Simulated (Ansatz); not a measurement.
Mg3ZnO4:
```cif
data_Mg3O4Zn
_chemical_formula_sum 'Mg3 Zn1 O4'
_space_group_name_H-M_alt 'P 1'
_space_group_IT_number 1
_cell_length_a 5.17465
_cell_length_b 5.17465
_cell_length_c 2.99273
_cell_angle_alpha 90.000
_cell_angle_beta 90.000
_cell_angle_gamma 109.521
loop_
_space_group_symop_operation_xyz
  'x, y, z'
loop_
_atom_site_label
_atom_site_type_symbol
_atom_site_fract_x
_atom_site_fract_y
_atom_site_fract_z
_atom_site_occupancy
Mg1 Mg 0.50000 0.50000 0.00000 1
Mg2 Mg 0.00000 0.50000 0.50000 1
Mg3 Mg 0.50000 0.00000 0.50000 1
Zn1 Zn 0.00000 0.00000 0.00000 1
O1 O 0.25265 0.74735 0.00000 1
O2 O 0.74735 0.25265 0.00000 1
O3 O 0.74555 0.74555 0.50000 1
O4 O 0.25445 0.25445 0.50000 1
```

Relaxed with PBEsol.

Q: Give the optical modes at the zone centre with their infrared activity from DFPT, PBEsol in the plane-wave PAW code Ansatz.

A: Transverse frequencies, without the LO–TO term; a row sums one degenerate level.

```tsv
ω (cm⁻¹)	degeneracy	IR ((D/Å)²/amu)	activity	symmetry
151	1	1.82	IR	B1u
185	1	2.44	IR	B2u
196	1	1.68	IR	B3u
253	1	0.14	IR	B3u
262	1	0.00	IR-inactive	Au
272	1	0.45	IR	B1u
310	1	0.00	IR-inactive	Ag
310	1	0.00	IR-inactive	B2g
338	1	0.00	IR-inactive	B3g
340	1	0.00	IR-inactive	B1g
352	1	13.62	IR	B2u
358	1	33.55	IR	B3u
366	1	36.03	IR	B1u
382	1	21.89	IR	B2u
419	1	1.22	IR	B3u
422	1	0.22	IR	B1u
468	1	2.13	IR	B3u
502	1	0.76	IR	B2u
520	1	0.00	IR-inactive	B2u
537	1	0.00	IR-inactive	B1g
553	1	0.00	IR-inactive	Ag
```

Q: How high does the top mode go among those that the LO–TO term moves?

A: 658 cm⁻¹ for q along x, 659 cm⁻¹ for q along y, 652 cm⁻¹ for q along z.

Space group Cmmm. The first step of the workflow began from a Materials Project structure, measured or hypothetical; the Crystallography Open Database copy checked does not list it. With Mg and Zn taken as one species the cell has the higher symmetry Fm-3m, so it may be an ordered model of a mixed-site phase. Whether it is the stable phase at ambient conditions was not checked. Symmetry was held in the PBEsol relaxation; of distortions, only those at the zone centre were tested.

Potentials: the later of the program's two PAW sets.
